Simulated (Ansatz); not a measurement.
**Review of an SCF result for Ni**

We look at Ni: an experimental structure (space group Fm-3m, primitive cell doubled), with 2 atoms per cell. The computed pressure is over 10 GPa in size, so the cell is far from the computed equilibrium volume. Source: COD entry 4320501; it may be a high-temperature, high-pressure or metastable form.

Level of theory: DFT, PBEsol, PAW, plane waves, scalar-relativistic in Ansatz development build ahead of 0.2.0.

```yaml
crystal:
  lattice:
    - [-1.76726, -3.53452, -1.76726]
    - [-1.76726, 0.0, -1.76726]
    - [1.76726, 0.0, -1.76726]
  atoms:
    - { symbol: Ni, position: [0.0, 0.0, 0.0], spin: 2.0 }
    - { symbol: Ni, position: [0.5, 0.0, 0.5], spin: -2.0 }
  symmetry: { detect: false, time_reversal: true }
magnetization:
  spin_polarized: true
hamiltonian:
  xc: pbesol
  pseudopotentials: { kind: paw }
basis:
  ecutwfc: 420
kpoints:
  mp_grid: { grid: [8, 14, 11] }
scf:
  occupations: { method: fermi_dirac, width: 0.05 }
  lower_state_search: "off"
output:
  forces: true
  stress: true
```

Wall time and machine: 2.7 min on 2 threads of Intel(R) Xeon(R) Platinum 8259CL CPU @ 2.50GHz (shared host), peak memory 0.97 GiB.

The end of the output:

```
SCF converged after 29 iterations
Magnetization: -0.0000 μB (18.0000 up, 18.0000 down)
Absolute magnetization: 0.0002 μB (∫|ρ↑−ρ↓|, with the PAW one-centre terms)
Spin contamination: 0.0000 ħ² per cell (⟨S²⟩ above its minimum at these occupations)
Per-site moments (μB) at R_I (Å): [(-8.4799e-5, 1.0309), (7.9783e-5, 1.0309)]
Free energy (F): -11609.803736 eV
Harris-Foulkes:  -11609.803736 eV  (|F-HF|=5.31e-10)
Internal energy: -11609.742177 eV  (E = F + TS)
E sigma→0 (E₀):  -11609.772957 eV
Entropy (-TS):   -0.061559 eV (-30.780 meV/atom)
Fermi energy:    17.468107 eV
--- Forces (eV/Å), atoms counted from 1 ---
  atom   1  Ni    -0.00000000    -0.00000002     0.00000000
  atom   2  Ni     0.00000000     0.00000002    -0.00000000
--- Stress (GPa, compression-positive) ---
      -13.159633       0.006347       0.001591
        0.006347     -13.317953       0.006348
        0.001591       0.006348     -13.159633
  P = ⅓ Tr σ = -13.2124 GPa (-132.124 kbar)
```

The mesh has less symmetry than the lattice, which lowers the symmetry of the run.

A small moment in a metal is sensitive to the mesh and the smearing.

Site moments are taken inside atomic spheres and don't add up to the total.

**Question.** Has the SCF ended in the lowest solution? If not, by how much is it too high?

**Answer.** No. A state 51.6 meV/atom (0.103 eV per cell) lower exists in this cell: ferromagnetic, site moments Ni1 0.67, Ni2 0.67 μB, total 1.26 μB per cell, no gap on the k-mesh. It was reached from: parallel moments, default search for lower states [Ni1 2.00, Ni2 2.00 μB]; parallel moments, Broyden mixing, no switch to direct minimisation [Ni1 2.00, Ni2 2.00 μB]. The wrong state matters: the pressure is -12.2 GPa there against -13.2 GPa here. Signs that this run gave and the runs to the lower state didn't: a negative reading of the dielectric operator (it may be a saddle point). This multiple of the primitive cell fits some opposed orders; other multiples fit others. “Lowest” means lowest among the runs made in this cell.
